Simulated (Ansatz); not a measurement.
## Pressure against volume: LaAg

```xyz
2
Lattice="3.7600 0.0000 0.0000 0.0000 3.7600 0.0000 0.0000 0.0000 3.7600" Properties=species:S:1:pos:R:3 pbc="T T T"
La    1.8800    1.8800    1.8800
Ag    0.0000    0.0000    0.0000
```

The conventional cell has a = 3.760 Å, b = 3.760 Å, c = 3.760 Å, α = 90.00°, β = 90.00°, γ = 90.00°. La (atom 1) has 8 Ag at 3.26 Å as nearest neighbours. Ag (atom 2) has 8 La at 3.26 Å as nearest neighbours.

The cell is COD entry 9008798, as deposited and not checked against the literature; nothing was relaxed.

Spin–orbit coupling is left out, though it moves levels of the heavy atoms by tenths of an eV or more.

Methods: DFT, PBEsol, all-electron LAPW, scalar-relativistic (Ansatz 0.2.0); DFT, PBEsol, PAW with Ansatz's default frozen-core files, scalar-relativistic (Ansatz 0.2.0).

For LAPW: a Γ-centred 9×9×9 k mesh, Fermi–Dirac smearing of 0.08 eV, basis error target 0.25 meV/atom, no spin polarisation. PAW takes a cutoff of 420 eV at this cell (files made with PBE, cores remade for this functional). The Ansatz runs share mesh, smearing and spin set-up. Plane-wave (PAW) pressures include the program's estimate of the Pulay term.

The cell above is scaled evenly, with fractional coordinates and shape held.

```json
{"V/V(cell)": "0.9400", "V (Å³/atom)": "24.984", "P, LAPW (GPa)": "3.77", "P, PAW (GPa)": "3.76"}
{"V/V(cell)": "0.9600", "V (Å³/atom)": "25.516", "P, LAPW (GPa)": "2.28", "P, PAW (GPa)": "2.27"}
{"V/V(cell)": "0.9800", "V (Å³/atom)": "26.047", "P, LAPW (GPa)": "0.93", "P, PAW (GPa)": "0.92"}
{"V/V(cell)": "0.9900", "V (Å³/atom)": "26.313", "P, LAPW (GPa)": "0.31", "P, PAW (GPa)": "0.30"}
{"V/V(cell)": "1.0000", "V (Å³/atom)": "26.579", "P, LAPW (GPa)": "-0.28", "P, PAW (GPa)": "-0.29"}
{"V/V(cell)": "1.0100", "V (Å³/atom)": "26.844", "P, LAPW (GPa)": "?", "P, PAW (GPa)": "?"}
{"V/V(cell)": "1.0200", "V (Å³/atom)": "27.110", "P, LAPW (GPa)": "-1.37", "P, PAW (GPa)": "-1.38"}
{"V/V(cell)": "1.0400", "V (Å³/atom)": "27.642", "P, LAPW (GPa)": "-2.36", "P, PAW (GPa)": "-2.37"}
{"V/V(cell)": "1.0600", "V (Å³/atom)": "28.173", "P, LAPW (GPa)": "-3.24", "P, PAW (GPa)": "-3.25"}
```

Fill in the row V/V(cell) = 1.0100.

P, LAPW (GPa) = -0.84, P, PAW (GPa) = -0.85.

What do Birch–Murnaghan fits to the pressures give?

LAPW: V0 = 26.45 Å³/atom, B0 = 59 GPa, B0′ = 4.2; PAW: V0 = 26.45 Å³/atom, B0 = 59 GPa, B0′ = 4.2.

PAW's V0 lies -0.02 % from the all-electron value and its B0 0.0 %. Symmetry fixes shape and coordinates here, so this is the relaxed modulus.
